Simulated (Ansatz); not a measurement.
Put GeCl2 in Cmmm (No. 65): Ge on 2d and 4e; Cl on 4g, 4i and 4f. A trial structure of GeCl2 was built thus: perovskite family, tilts a0a0c+, column order on A (A site Ge vacant; B site Ge; X site Cl).

These are results of DFT PBE, scalar-relativistic, plane waves, PAW in Ansatz 0.2.0, not measurements. Cutoff 420 eV, Γ-centred mesh, Gaussian smearing, no spin polarisation.

Energies over the elements count from the elements' standard structures at the same level (Cl₂ as a molecule), with no fitted energy shifts.

Question: Predict the relaxed structure.

Answer:

Space group Cmmm (No. 65). a = 9.941 Å, b = 10.256 Å, c = 5.051 Å, α = 90.00°, β = 90.00°, γ = 90.00°
```csv
atom,site,symmetry,x,y,z
Ge,2d,mmm,0.0000,0.0000,0.5000
Ge,4e,..2/m,0.2500,0.2500,0.0000
Cl,4g,2mm,0.8397,0.0000,0.0000
Cl,4i,m2m,0.5000,0.1897,0.0000
Cl,4f,..2/m,0.2500,0.2500,0.5000
```

Ge on a site of symmetry mmm is surrounded by 4 Cl at 2.99 Å and 4 Cl at 3.57 Å; Ge on a site of symmetry 2/m has 4 Cl at 2.53–2.56 Å and 2 Cl at 2.71 Å; Cl on a site of symmetry 2mm is surrounded by 2 Ge at 2.71 Å, 2 Ge at 2.99 Å and 1 Cl at 3.19 Å; Cl on a site of symmetry m2m has 2 Ge at 2.56 Å; 1 more site not described. Another local minimum with the same sites may exist.

Question: And its energy and gap?

Answer: The formation energy is −0.57 eV/atom and the gap on the 6×6×8 mesh of the 9-atom cell is 0 eV (a metal). It lies below the elements, which doesn't yet make it stable against other compounds or structures.

The last run used Gaussian smearing of 0.10 eV. Symmetry constrained the relaxation, so the result can be a saddle point.
